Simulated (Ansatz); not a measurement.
## LiPt2: do energies and stresses tell the same story?

Method: DFT r2SCAN, scalar-relativistic, plane waves, PAW (Ansatz).

Settings: cutoff 500 eV, Γ-centred mesh 8×8×8 on the computed 6-atom cell, Gaussian smearing of 0.10 eV; no spin polarisation.

Relaxed cell: Fd-3m, a = 7.380 Å, b = 7.380 Å, c = 7.380 Å, α = 90.00°, β = 90.00°, γ = 90.00°, 6 atoms in the primitive cell. Whether it is the stable form of this composition wasn't checked.

Energies at zero smearing and pressures from the stress tensor, at volumes with shape and atoms relaxed:
```json
{"V (Å³/atom)": "14.737", "E − E(first) (meV/atom)": "0.00", "P (GPa)": "26.37"}
{"V (Å³/atom)": "15.239", "E − E(first) (meV/atom)": "-68.96", "P (GPa)": "17.89"}
{"V (Å³/atom)": "15.742", "E − E(first) (meV/atom)": "-113.58", "P (GPa)": "10.81"}
{"V (Å³/atom)": "16.244", "E − E(first) (meV/atom)": "-137.90", "P (GPa)": "4.91"}
{"V (Å³/atom)": "16.746", "E − E(first) (meV/atom)": "-145.31", "P (GPa)": "-0.01"}
{"V (Å³/atom)": "17.249", "E − E(first) (meV/atom)": "-138.63", "P (GPa)": "-4.10"}
{"V (Å³/atom)": "17.751", "E − E(first) (meV/atom)": "-120.23", "P (GPa)": "-7.50"}
{"V (Å³/atom)": "18.421", "E − E(first) (meV/atom)": "-80.87", "P (GPa)": "-11.14"}
```

Question: Check P = −dE/dV between neighbouring volumes, and get the bulk modulus from the pressures alone.

Answer: With 1 eV/Å³ = 160.2 GPa:
```json
{"middle V (Å³/atom)": "14.988", "−ΔE/ΔV (GPa)": "21.992", "mean P (GPa)": "22.130"}
{"middle V (Å³/atom)": "15.490", "−ΔE/ΔV (GPa)": "14.230", "mean P (GPa)": "14.347"}
{"middle V (Å³/atom)": "15.993", "−ΔE/ΔV (GPa)": "7.758", "mean P (GPa)": "7.860"}
{"middle V (Å³/atom)": "16.495", "−ΔE/ΔV (GPa)": "2.362", "mean P (GPa)": "2.452"}
{"middle V (Å³/atom)": "16.998", "−ΔE/ΔV (GPa)": "-2.131", "mean P (GPa)": "-2.051"}
{"middle V (Å³/atom)": "17.500", "−ΔE/ΔV (GPa)": "-5.867", "mean P (GPa)": "-5.797"}
{"middle V (Å³/atom)": "18.086", "−ΔE/ΔV (GPa)": "-9.415", "mean P (GPa)": "-9.319"}
```

The two differ by 0.14 GPa at most. The mean of two end pressures misses the average over a step by about ΔV² P″/12, up to 0.13 GPa here; with that taken off 0.02 GPa remains. Around V = 16.746 Å³/atom, the two neighbours give B = −V ΔP/ΔV = 16.746 × 9.01 / 1.005 = 150.1 GPa, against B0 = 149.3 GPa from the Birch–Murnaghan fit of the energies.

Spin–orbit coupling is left out, which can shift energies with elements as heavy as these.

Cost: 9 runs of about 4 core-minutes in all, on Arm Neoverse V2 (shared hosts).